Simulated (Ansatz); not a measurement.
TiAl in space group R-3m (No. 166; Al on 3a, Ti on 3b) at seven volumes, plane-wave PAW PBEsol (Ansatz code), shape and atoms relaxed at each. One row is withheld.

```csv
V (Å³/atom),P (GPa)
14.844,12.15
15.333,7.51
15.822,3.49
16.312,0.00
16.801,-3.01
17.291,?
17.780,-7.90
```

**Question.** Fit the shown pressures and predict the withheld one.

**Answer.** P = (3/2)B₀(x^(7/2) − x^(5/2))[1 + (3/4)(B′ − 4)(x − 1)] with x = (V₀/V)^(2/3). Least squares on the six rows gives V₀ = 16.313 Å³/atom, B₀ = 108 GPa, B′ = 3.76. At V = 17.291, x = 0.9619 and P = -5.64 GPa. The run itself gave -5.63 GPa.

A made-up cell: these elements were put on the sites of a structure type; neither database checked (COD, Materials Project) lists it. It is not the phase usual at ambient conditions (space group No. 123). The cell was relaxed with PBEsol under the symmetry of its start. At this level the phase is mechanically unstable. No spin polarisation was allowed.

Potentials: the later of the program's two PAW sets.
